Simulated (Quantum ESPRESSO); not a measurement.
Zn2MgCaO4, finding a planted mistake in a log

Computed values, not a measurement. The program is pw.x of Quantum ESPRESSO 7.5 (plane-wave density functional theory). The cell is made up: 8 atoms on a rocksalt lattice, with randomly drawn elements, strain and displacements, not relaxed. PseudoDojo standard norm-conserving files (v0.5 for PBE, v0.4.1 for LDA and PBEsol) set the functional; there is no spin polarisation, spin-orbit coupling or dispersion term, and the masses in the input are unused placeholders.

Intended input:

```
&control calculation='scf', pseudo_dir='./dojo.nc.sr.pbe.v0_5.standard.upf', outdir='./o', disk_io='medium', tprnfor=.true., tstress=.true. /
&system ibrav=0, nat=8, ntyp=4, nbnd=48, ecutwfc=84.00895049, nosym=.true., tot_charge=0,
 occupations='smearing', smearing='fd', degauss=0.0018374661
/
&electrons conv_thr=7.350e-09, electron_maxstep=60, /
ATOMIC_SPECIES
Ca 1.0 Ca.upf
Mg 1.0 Mg.upf
O 1.0 O.upf
Zn 1.0 Zn.upf
CELL_PARAMETERS angstrom
4.4099 -0.0125 -0.0165
-0.0125 4.4361 0.015
-0.0165 0.015 4.3245
ATOMIC_POSITIONS angstrom
Zn 0.0431 -0.0273 -0.0152
Mg 0.0197 2.2569 2.1293
Zn 2.2305 0.0787 2.0498
Ca 2.0863 2.1076 -0.0623
O 2.0868 0.0227 -0.0659
O 2.1695 2.2932 2.1817
O 4.302 0.026 2.0287
O 4.3868 2.1993 -0.009
K_POINTS automatic
4 4 4 1 1 1
```

The log is shortened where brackets say so; the opening notice, blank lines, dates and the lines on written files are dropped, and the path of the files is cut. It prints rydbergs, bohrs and kilobars, and counts compression as positive stress.

Log of the intended run:

```
     Program PWSCF v.7.5
     Parallel version (MPI & OpenMP), running on       1 processor cores
     Number of MPI processes:                 1
     Threads/MPI process:                     1
     [start-up lines left out]
     bravais-lattice index     =            0
     lattice parameter (alat)  =       8.3336  a.u.
     unit-cell volume          =     570.8840 (a.u.)^3
     number of atoms/cell      =            8
     number of atomic types    =            4
     number of electrons       =        84.00
     number of Kohn-Sham states=           48
     kinetic-energy cutoff     =      84.0090  Ry
     charge density cutoff     =     336.0358  Ry
     scf convergence threshold =      7.3E-09
     mixing beta               =       0.7000
     number of iterations used =            8  plain     mixing
     Exchange-correlation= PBE
                           (   1   4   3   4   0   0   0)
     [axes and pseudopotential details left out]
   Cartesian axes
     site n.     atom                  positions (alat units)
         1        Zn     tau(   1) = (   0.0097734  -0.0061905  -0.0034468  )
         2        Mg     tau(   2) = (   0.0044672   0.5117747   0.4828401  )
         3        Zn     tau(   3) = (   0.5057882   0.0178460   0.4648127  )
         4        Ca     tau(   4) = (   0.4730894   0.4779194  -0.0141271  )
         5        O      tau(   5) = (   0.4732028   0.0051475  -0.0149435  )
         6        O      tau(   6) = (   0.4919558   0.5200061   0.4947223  )
         7        O      tau(   7) = (   0.9755216   0.0058958   0.4600280  )
         8        O      tau(   8) = (   0.9947508   0.4987133  -0.0020408  )
     number of k points=    32  Fermi-Dirac smearing, width (Ry)=  0.0018
                       cart. coord. in units 2pi/alat
        k(    1) = (   0.1258305   0.1241865   0.1275192), wk =   0.0625000
        k(    2) = (   0.1267820   0.1233271   0.3824657), wk =   0.0625000
     [further k points left out]
     Dense  grid:    59415 G-vectors     FFT dimensions: (  50,  50,  48)
     Estimated max dynamical RAM per process >      84.87 MB
     Initial potential from superposition of free atoms
     starting charge      83.9940, renormalised to      84.0000
     Starting wfcs are   46 randomized atomic wfcs +    2 random wfcs
     total cpu time spent up to now is        5.7 secs
     per-process dynamical memory:    52.3 Mb
     Self-consistent Calculation
     iteration #  1     ecut=    84.01 Ry     beta= 0.70
     Davidson diagonalization with overlap
     ethr =  1.00E-02,  avg # of iterations =  6.1
     total cpu time spent up to now is       21.3 secs
     total energy              =   -1164.21034812 Ry
     estimated scf accuracy    <       1.96986217 Ry
     iteration #  2     ecut=    84.01 Ry     beta= 0.70
     Davidson diagonalization with overlap
     ethr =  2.35E-03,  avg # of iterations =  3.9
     total cpu time spent up to now is       37.1 secs
     total energy              =   -1164.60450912 Ry
     estimated scf accuracy    <       2.81434352 Ry
     [iterations 3 to 10 left out]
     iteration # 11     ecut=    84.01 Ry     beta= 0.70
     Davidson diagonalization with overlap
     ethr =  1.19E-10,  avg # of iterations =  2.3
     total cpu time spent up to now is      166.1 secs
     total energy              =   -1165.16375947 Ry
     estimated scf accuracy    <       0.00000003 Ry
     iteration # 12     ecut=    84.01 Ry     beta= 0.70
     Davidson diagonalization with overlap
     ethr =  3.15E-11,  avg # of iterations =  2.0
     total cpu time spent up to now is      178.8 secs
     End of self-consistent calculation
     [lines on levels left out]
!    total energy              =   -1165.16375947 Ry
     estimated scf accuracy    <          1.1E-09 Ry
     smearing contrib. (-TS)   =      -0.00000000 Ry
     internal energy E=F+TS    =   -1165.16375947 Ry
     The total energy is F=E-TS. E is the sum of the following terms:
     one-electron contribution =    -699.17510152 Ry
     hartree contribution      =     385.13952542 Ry
     xc contribution           =    -154.69463858 Ry
     ewald contribution        =    -696.43354479 Ry
     convergence has been achieved in  12 iterations
     Forces acting on atoms (cartesian axes, Ry/au):
     atom    1 type  4   force =    -0.01830602   -0.00523546   -0.01210825
     atom    2 type  2   force =    -0.02398861    0.00378683    0.00191922
     atom    3 type  4   force =    -0.00182032   -0.01821522    0.01217108
     atom    4 type  1   force =     0.06508396    0.07063917    0.03840773
     atom    5 type  3   force =     0.01118497   -0.05538742   -0.00120098
     atom    6 type  3   force =    -0.00405833   -0.00437839   -0.05134911
     atom    7 type  3   force =     0.01335843    0.00105076    0.02215152
     atom    8 type  3   force =    -0.04145408    0.00773974   -0.00999122
     Total force =     0.143882     Total SCF correction =     0.000173
     Computing stress (Cartesian axis) and pressure
          total   stress  (Ry/bohr**3)                   (kbar)     P=       97.29
   0.00068053   0.00001991   0.00002074          100.11        2.93        3.05
   0.00001991   0.00050805  -0.00007767            2.93       74.74      -11.43
   0.00002074  -0.00007767   0.00079554            3.05      -11.43      117.03
     init_run     :      5.20s CPU      5.52s WALL (       1 calls)
     electrons    :    160.43s CPU    173.92s WALL (       1 calls)
     forces       :      2.01s CPU      2.04s WALL (       1 calls)
     stress       :      7.62s CPU      7.70s WALL (       1 calls)
     [timing details left out]
     PWSCF        :   2m55.47s CPU   3m 9.55s WALL
     JOB DONE.
```

A second run was made from an input with one planted mistake. Its log:

```
     Program PWSCF v.7.5
     Parallel version (MPI & OpenMP), running on       4 processor cores
     Number of MPI processes:                 4
     Threads/MPI process:                     1
     [start-up lines left out]
     bravais-lattice index     =            0
     lattice parameter (alat)  =       8.3336  a.u.
     unit-cell volume          =     570.8840 (a.u.)^3
     number of atoms/cell      =            8
     number of atomic types    =            4
     number of electrons       =        83.00
     number of Kohn-Sham states=           48
     kinetic-energy cutoff     =      84.0090  Ry
     charge density cutoff     =     336.0358  Ry
     scf convergence threshold =      7.3E-09
     mixing beta               =       0.7000
     number of iterations used =            8  plain     mixing
     Exchange-correlation= PBE
                           (   1   4   3   4   0   0   0)
     [axes and pseudopotential details left out]
   Cartesian axes
     site n.     atom                  positions (alat units)
         1        Zn     tau(   1) = (   0.0097734  -0.0061905  -0.0034468  )
         2        Mg     tau(   2) = (   0.0044672   0.5117747   0.4828401  )
         3        Zn     tau(   3) = (   0.5057882   0.0178460   0.4648127  )
         4        Ca     tau(   4) = (   0.4730894   0.4779194  -0.0141271  )
         5        O      tau(   5) = (   0.4732028   0.0051475  -0.0149435  )
         6        O      tau(   6) = (   0.4919558   0.5200061   0.4947223  )
         7        O      tau(   7) = (   0.9755216   0.0058958   0.4600280  )
         8        O      tau(   8) = (   0.9947508   0.4987133  -0.0020408  )
     number of k points=    32  Fermi-Dirac smearing, width (Ry)=  0.0018
                       cart. coord. in units 2pi/alat
        k(    1) = (   0.1258305   0.1241865   0.1275192), wk =   0.0625000
        k(    2) = (   0.1267820   0.1233271   0.3824657), wk =   0.0625000
     [further k points left out]
     Dense  grid:    59415 G-vectors     FFT dimensions: (  50,  50,  48)
     Estimated max dynamical RAM per process >     128.37 MB
     Estimated total dynamical RAM >     469.95 MB
     Initial potential from superposition of free atoms
     starting charge      83.9940, renormalised to      83.0000
     Starting wfcs are   46 randomized atomic wfcs +    2 random wfcs
     total cpu time spent up to now is        1.6 secs
     per-process dynamical memory:    92.4 Mb
     Self-consistent Calculation
     iteration #  1     ecut=    84.01 Ry     beta= 0.70
     Davidson diagonalization with overlap
     ethr =  1.00E-02,  avg # of iterations =  7.1
     total cpu time spent up to now is        4.2 secs
     total energy              =   -1164.99199887 Ry
     estimated scf accuracy    <       1.87729771 Ry
     iteration #  2     ecut=    84.01 Ry     beta= 0.70
     Davidson diagonalization with overlap
     ethr =  2.26E-03,  avg # of iterations =  4.0
     total cpu time spent up to now is        6.7 secs
     total energy              =   -1165.07951135 Ry
     estimated scf accuracy    <       4.21975907 Ry
     [iterations 3 to 13 left out]
     iteration # 14     ecut=    84.01 Ry     beta= 0.70
     Davidson diagonalization with overlap
     ethr =  3.39E-10,  avg # of iterations =  5.2
     total cpu time spent up to now is       31.3 secs
     total energy              =   -1165.90053297 Ry
     estimated scf accuracy    <       0.00000003 Ry
     iteration # 15     ecut=    84.01 Ry     beta= 0.70
     Davidson diagonalization with overlap
     ethr =  3.14E-11,  avg # of iterations =  2.1
     total cpu time spent up to now is       33.3 secs
     End of self-consistent calculation
     [lines on levels left out]
!    total energy              =   -1165.90053297 Ry
     estimated scf accuracy    <          6.5E-09 Ry
     smearing contrib. (-TS)   =      -0.00155414 Ry
     internal energy E=F+TS    =   -1165.89897883 Ry
     The total energy is F=E-TS. E is the sum of the following terms:
     one-electron contribution =    -699.48453867 Ry
     hartree contribution      =     383.58732442 Ry
     xc contribution           =    -153.56821980 Ry
     ewald contribution        =    -696.43354479 Ry
     convergence has been achieved in  15 iterations
     Forces acting on atoms (cartesian axes, Ry/au):
     atom    1 type  4   force =    -0.02049398   -0.00496106   -0.01120609
     atom    2 type  2   force =    -0.02545743    0.00394497    0.00270956
     atom    3 type  4   force =    -0.00237406   -0.02083388    0.01316996
     atom    4 type  1   force =     0.06876825    0.07768053    0.03977442
     atom    5 type  3   force =     0.00976148   -0.06158302   -0.00103238
     atom    6 type  3   force =    -0.00058364   -0.00229236   -0.05301747
     atom    7 type  3   force =     0.01334169    0.00081360    0.01824068
     atom    8 type  3   force =    -0.04296230    0.00723122   -0.00863869
     Total force =     0.152935     Total SCF correction =     0.000090
     Computing stress (Cartesian axis) and pressure
          total   stress  (Ry/bohr**3)                   (kbar)     P=     -207.29
  -0.00134188   0.00001121   0.00001419         -197.40        1.65        2.09
   0.00001121  -0.00161860  -0.00007513            1.65     -238.10      -11.05
   0.00001419  -0.00007513  -0.00126697            2.09      -11.05     -186.38
     init_run     :      1.53s CPU      1.57s WALL (       1 calls)
     electrons    :     31.51s CPU     31.64s WALL (       1 calls)
     forces       :      0.41s CPU      0.41s WALL (       1 calls)
     stress       :      1.34s CPU      1.35s WALL (       1 calls)
     [timing details left out]
     PWSCF        :     34.87s CPU     35.08s WALL
     JOB DONE.
```

Question: what was wrong in the second input?

Answer: the cell has the wrong charge. The input lines that differ, file-writing options aside:

```
- &system ibrav=0, nat=8, ntyp=4, nbnd=48, ecutwfc=84.00895049, nosym=.true., tot_charge=0,
+ &system ibrav=0, nat=8, ntyp=4, nbnd=48, ecutwfc=84.00895049, nosym=.true., tot_charge=1,
```

|  | intended run | run with the mistake |
| --- | --- | --- |
| free energy (eV) | -15852.861 | -15862.885 |
| smearing term -TS (eV) | 0.0000 | -0.0211 |
| pressure (GPa) | 9.73 | -20.73 |
| largest force component (eV/Å) | 1.816 | 1.997 |
| largest change of a force component (eV/Å) |  | 0.181 |
| iterations | 12 | 15 |

For scale, a rerun of the intended cell at 1437 eV and a 6 x 6 x 6 mesh moved values by no more than 0.002 eV in energy, 0.04 GPa in stress and 0.003 eV/Å in force. The charged cell sits in a uniform background, so its energy and stress rest on the program's zero of potential.